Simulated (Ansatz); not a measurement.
Al$_{2}$Cu (Al2Cu type, space group I4/mcm)

```
Al2Cu
1.0
   -3.02979     3.02979     2.43726
    3.02979    -3.02979     2.43726
    3.02979     3.02979    -2.43726
Al Cu
4 2
Direct
  0.65828   0.15828   0.81655
  0.84172   0.65828   0.50000
  0.15828   0.34172   0.50000
  0.34172   0.84172   0.18345
  0.25000   0.25000   0.00000
  0.75000   0.75000   0.00000
```

In each cell atom 1 (Al, nearest neighbour Cu at 2.587 Å; its periodic images, 4.9 Å or more away, move with it) moves by s·(-0.371, 0.800, -0.471) (towards the nearest neighbour), the rest being held.

Computed with PBE (plane waves to 420 eV, PAW, scalar-relativistic; Ansatz, an electronic-structure program). k mesh 10×10×10 (Γ-centred), Fermi-Dirac smearing 0.05 eV. The energy includes the smearing's −TS. With partly filled bands, energies and forces of such displacements shift with the k mesh and the smearing. F∥ is the force on the atom along that direction. Al2Cu is run without spin polarisation. Al2Cu was relaxed with its symmetry unable to fall. ΔE is measured from the undisplaced structure.

Problem. Predict the ΔE (meV/cell) and F∥ (eV/Å) at s (Å) = -0.208, -0.052, 0.052, 0.104, 0.156.

Solution. 
```tsv
s (Å)	ΔE (meV/cell)	F∥ (eV/Å)
-0.208	112	1.065
-0.052	7	0.280
0.052	7	-0.284
0.104	30	-0.596
0.156	70	-0.939
```

(For displaced atoms, the force is minus the slope of the energy, and its curvature is a force constant, which sets phonon frequencies.)
